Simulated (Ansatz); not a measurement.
Given:

La:
```cif
data_La2
_chemical_formula_sum 'La2'
_space_group_name_H-M_alt 'P 1'
_space_group_IT_number 1
_cell_length_a 4.64001
_cell_length_b 4.64001
_cell_length_c 4.64001
_cell_angle_alpha 60.000
_cell_angle_beta 60.000
_cell_angle_gamma 60.000
loop_
_space_group_symop_operation_xyz
  'x, y, z'
loop_
_atom_site_label
_atom_site_type_symbol
_atom_site_fract_x
_atom_site_fract_y
_atom_site_fract_z
_atom_site_occupancy
La1 La 0.00000 0.00000 0.00000 1
La2 La 0.25000 0.25000 0.25000 1
```

This is the PBEsol-relaxed structure.

Q: All from PBEsol (plane waves, PAW; program Ansatz), unless another level is named. Estimate the density of states at the Fermi level.

A: 0.51 states/eV per atom (mean over ±0.08 eV).

Q: What about the gap with spin–orbit coupling?

A: none (metallic).

Space group Fd-3m (diamond). The start of the workflow was typed in or built on a structure type; neither database checked (COD, Materials Project) lists it. It is not the phase usual at ambient conditions (space group No. 194). Symmetry was held in the PBEsol relaxation. At this level the phase is mechanically unstable. The volume moved by -40 % from the start of the relaxation. Spin–orbit coupling is left out wherever it is not named.

Potentials: the later of the program's two PAW sets.
